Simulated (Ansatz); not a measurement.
Compressing Ti$_{2}$O

Level of theory: DFT PBEsol, scalar-relativistic, plane waves, PAW in Ansatz 0.2.0. Run with 420 eV cutoff, 18×18×10 k-mesh, Gaussian smearing of 0.10 eV, no spin polarisation.

Reference structure (relaxed):

```
CELL_PARAMETERS angstrom
2.95298 0.00000 0.00000
-1.47649 2.55736 0.00000
0.00000 0.00000 4.72411
ATOMIC_POSITIONS crystal
Ti 0.66667 0.33333 0.26271
Ti 0.33333 0.66667 0.73729
O 0.00000 0.00000 0.00000
```

Cell and atoms are relaxed at each pressure within the symmetry of the start, at zero temperature, so transitions that lower the symmetry aren't seen. The k-mesh given is that at zero pressure and may differ at others. a, b and c are the lengths of the cell vectors above.

```
P (GPa) V (Å³/atom) V/V0  a (Å) b (Å) c (Å)
     -3        12.08  1.016  2.970  2.970  4.745
      0        11.89  1.000  2.953  2.953  4.724
      3        11.72  0.985  2.937  2.937  4.704
      8        11.45  0.963  2.914  2.914  4.673
     15        11.13  0.936  2.884  2.884  4.636
     30        10.56  0.888  2.830  2.830  4.568
     60         9.73  0.818  2.747  2.747  4.467
```

(1) What bulk modulus and pressure derivative fit these points?

(2) Which cell vector or vectors give way most up to 60 GPa?

## Answers

(1) A third-order Birch–Murnaghan fit gives B0 = 198 GPa and B0' = 4.1.

(2) a and b: the changes are a -7.0 %, b -7.0 %, c -5.4 %.